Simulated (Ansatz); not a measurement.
This Mg2CdS3 structure is the end of a relaxation. The cell was found from a structure generator's guess, not taken from experiment.

Level of theory: DFT PBE, scalar-relativistic, plane waves, PAW in Ansatz. Cutoff 420 eV, Γ-centred mesh, Gaussian smearing, no spin polarisation.

```xyz
6
Lattice="-2.0448 2.0448 8.6243 2.0448 -2.0448 8.6243 2.0448 2.0448 -8.6243" Properties=species:S:1:pos:R:3 pbc="T T T"
Mg    0.0000    0.0000   14.3312
Mg    0.0000    0.0000    2.9173
Cd    0.0000    0.0000    8.6243
S     0.0000    2.0448    1.5360
S     2.0448    0.0000    4.3121
S     0.0000    2.0448    7.0883
```

Formation energies are uncorrected and refer to the elements' standard structures at the same level.

(1) What space group does it have?

(2) What is its formation energy per atom?

(3) Is it a metal?

## Answers

(1) I-4m2 (No. 119), with Mg and Cd ordered on zinc blende sites. Conventional cell: a = 4.090 Å, c = 17.249 Å. Mg has 4 S at 2.47–2.48 Å; around Cd lie 4 S at 2.56 Å; around S on a site of symmetry 2mm lie 2 Mg at 2.47 Å and 2 Cd at 2.56 Å; S on a site of symmetry -4m2 is surrounded by 4 Mg at 2.48 Å.

(2) −1.171 eV/atom. Whether it is stable depends on the other phases of the system, which aren't compared here.

(3) No, the gap on the 10×10×10 mesh is 2.38 eV.

The last run used a 10×10×10 mesh for its 6-atom cell and Gaussian smearing of 0.02 eV. Kohn–Sham gaps at this level usually fall short of measured ones. The reference form of S is held partly by dispersion forces, which this level lacks. A later test with randomly moved atoms came back to the same energy, though modes that don't fit the test's cell weren't probed.
